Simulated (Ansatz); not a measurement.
Te (trigonal-Te type, space group P3_121)

```xyz
3
Lattice="4.6235 0.0000 0.0000 -2.3118 4.0041 0.0000 0.0000 0.0000 5.9044" Properties=species:S:1:pos:R:3 pbc="T T T"
Te     1.1718     0.0000     1.9681
Te    -0.5859     1.0148     3.9362
Te     1.7259     2.9893     0.0000
```

E(V) scan at fixed shape, V₀ the volume above. The atoms relax within the cell's symmetry.

The numbers are results of r2SCAN (plane waves to 500 eV, PAW, scalar-relativistic; Ansatz, a program for electronic structure), not measurements. k mesh 8×8×6 (Γ-centred), Fermi-Dirac smearing 0.05 eV. E stands for the smeared free energy. Stress and pressure are positive under compression. With the shape held, the modulus is that of even scaling; a crystal free to change shape is softer. Spin-orbit coupling is left out, though Te is heavy. Te was relaxed with its symmetry unable to fall. The PAW data are Ansatz's earlier set. ΔE is measured from the relaxed starting cell.

| V (Å³/atom) | ΔE (meV/atom) |
|---|---|
| 32.793 | 28.7 |
| 33.400 | withheld |
| 34.007 | 11.6 |
| 34.614 | 6.3 |
| 35.222 | 2.7 |
| 35.829 | 0.6 |
| 36.436 | 0.0 |
| 37.044 | 0.6 |
| 37.651 | 2.3 |
| 38.258 | 5.0 |
| 38.865 | 8.6 |
| 39.472 | 13.0 |
| 40.080 | 18.1 |

**Question.** Fit a third-order Birch-Murnaghan form (E₀, V₀, B₀, B₀′ free) to the given rows and predict ΔE at V = 33.400.

**Answer.** Least squares on the 12 given rows: ΔE = E₀ + (9V₀B₀/16)·y²·[2 + (B₀′ − 4)y], y = (V₀/V)^(2/3) − 1, with V₀ = 36.431 Å³/atom, B₀ = 19.83 GPa (160.2 GPa = 1 eV/Å³; the term in eV is multiplied by 1000), B₀′ = 5.98, E₀ = -0.03 meV/atom; root-mean-square residual 0.03 meV/atom. At 33.400 the fit gives 19.1 meV/atom; the calculation gives 19.0 meV/atom, so the interpolation is off by 0.1 (+0.5 %). For the pressure the fit gives 2.23 GPa against the computed 2.24 GPa.

(Under strain, the slope of the energy per volume gives the stress and its curvature an elastic modulus.)
